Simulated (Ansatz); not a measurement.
The elements of this relaxed trial crystal are hidden behind letters.

```
lattice vectors (Å)
  -2.3547    3.6104    5.7551
   2.3547   -3.6104    5.7551
   2.3547    3.6104   -5.7551
fractional positions
X 0.1751 0.6751 0.5000
X 0.8249 0.3249 0.5000
Z 0.6737 0.0000 0.6737
Z 0.5000 0.5000 0.0000
Z 0.3263 0.0000 0.3263
```

Theory: DFT PBE, scalar-relativistic, plane waves, PAW in Ansatz. Settings of the last relaxation (5-atom cell): 420 eV, 10×10×10 k points, Gaussian smearing of 0.10 eV, no spin polarisation.

```
Space group                                 : Immm (No. 71)
Conventional cell                           : a = 4.709 Å, b = 7.221 Å, c = 11.510 Å
Volume per atom                             : 39.14 Å³
Density                                     : 4.10 g/cm³
Energy over the elements                    : −0.02 eV/atom
Gap on the 10×10×10 mesh of the 5-atom cell : 0 eV (a metal)
```

Energies are uncorrected and count from the elements' standard states at the same level.

Q: X is an s-block element of period 6 and Z is a p-block element of period 4. Which elements are they?

A: X = Cs, Z = Ge, so the formula is Cs2Ge3. Density times volume gives a mean mass of 4.10 × 39.14/1.6605 = 96.6 u per atom, and this set has 96.7 u. Cs has 8 Ge at 3.89–4.13 Å, 1 Cs at 4.03 Å and 2 Ge at 4.42 Å; around Ge on a site of symmetry m2m lie 1 Ge at 2.51 Å, 2 Ge at 2.67 Å and 6 Cs at 3.89–3.94 Å; Ge on a site of symmetry mmm is surrounded by 4 Ge at 2.67 Å, 4 Cs at 4.13 Å and 4 Cs at 4.42 Å. Other sets within the hints have nearly the same mass, so mass alone doesn't settle it; this one was computed.

Symmetry constrained the relaxation, so the result can be a saddle point.
